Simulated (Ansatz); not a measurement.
GePt:
```xyz
2
Lattice="3.1587 0.0000 0.0000 0.0000 3.1587 0.0000 0.0000 0.0000 3.1587" Properties=species:S:1:pos:R:3 pbc="T T T"
Pt     0.0000     0.0000     0.0000
Ge     1.5793     1.5793     1.5793
```

Relaxed with r²SCAN. Special points in fractions of this cell's reciprocal vectors: Γ (0.000, 0.000, 0.000); X (0.000, 0.500, 0.000); M (0.500, 0.500, 0.000); R (0.500, 0.500, 0.500).

Task: List the band energies nearest the Fermi level at these points for the program Ansatz at the r²SCAN with spin–orbit coupling level (PAW).

Result: In eV from the Fermi level; about four levels below and three above (degenerate sets whole), none deeper than 8.9 eV; points with the same levels are listed once.

```tsv
k	below	above
Γ	-2.64 -2.64 -2.64 -2.64 -1.88 -1.88	1.30 1.30 2.16 2.16 2.16 2.16
X	-2.22 -2.22 -1.01 -1.01	6.95 6.95 7.39 7.39
M	-3.30 -3.30 -1.47 -1.47	0.33 0.33 1.20 1.20
R	-1.38 -1.38 -1.38 -1.38	1.50 1.50 3.13 3.13 3.13 3.13
```

Space group Pm-3m (CsCl type). A made-up cell: these elements were put on the sites of a structure type; neither database checked (COD, Materials Project) lists it. COD files the formula under space group No. 62. Its standing as an ambient phase is unchecked. Symmetry was held in the r²SCAN relaxation; its stability against distortions is not shown here. No spin polarisation was allowed.

Potentials: the earlier of the program's two PAW sets.
